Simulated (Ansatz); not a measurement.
Starting cell, Rb (bcc, W type):

```
CELL_PARAMETERS angstrom
     -5.67105     5.67105     5.67105
      0.00000     0.00000     5.67105
      0.00000     5.67105     0.00000
ATOMIC_POSITIONS crystal
  Rb 0.00000 0.00000 0.00000
  Rb 0.50000 0.00000 0.00000
```

A phonon eigenvector at H = (0.5, 0.5, 0.5) is frozen into this cell: atom i moves by Q times the vector below, so Q is the largest atomic displacement, in Å. The cell is held. It is one choice among 3 degenerate patterns. (q is in reciprocal vectors of the primitive cell; the cell shown is doubled to hold the pattern.)

| atom | x | y | z |
|---|---|---|---|
| Rb1 | 0.000 | 0.000 | 1.000 |
| Rb2 | 0.000 | 0.000 | -1.000 |

Level of theory: PBE (plane waves to 420 eV, PAW, scalar-relativistic; Ansatz, a first-principles code). k mesh 12×12×12 (Γ-centred), Fermi-Dirac smearing 0.05 eV. E stands for the smeared free energy. With partly filled bands, energies and forces of such displacements shift with the k mesh and the smearing. Rb was relaxed with its symmetry unable to fall. The PAW data are Ansatz's earlier set. ΔE is measured from the undisplaced structure. The last digit holds for this mesh only.

```tsv
Q (Å)	ΔE (meV/cell)
-0.180	19.76
-0.150	13.77
-0.120	8.84
-0.090	withheld
-0.060	2.22
-0.030	0.55
0.000	0.00
0.030	0.55
0.060	2.22
0.090	withheld
0.120	8.84
0.150	13.77
0.180	19.76
```

Fit an even polynomial form (powers 2, 4) to the given rows and predict ΔE at Q = 0.090.

Least squares on the 11 given rows: ΔE = (617.0)·Q² + (-220.3)·Q⁴, in meV/cell with Q in Å; root-mean-square residual 0.002 meV/cell. At 0.090 the fit gives 4.98 meV/cell; the calculation gives 4.98 meV/cell, the same to the digits shown. The quadratic term alone would give 5.00 meV/cell.

(A displaced cell: forces are minus the slopes of the energy, force constants its curvatures, and phonons follow from these.)
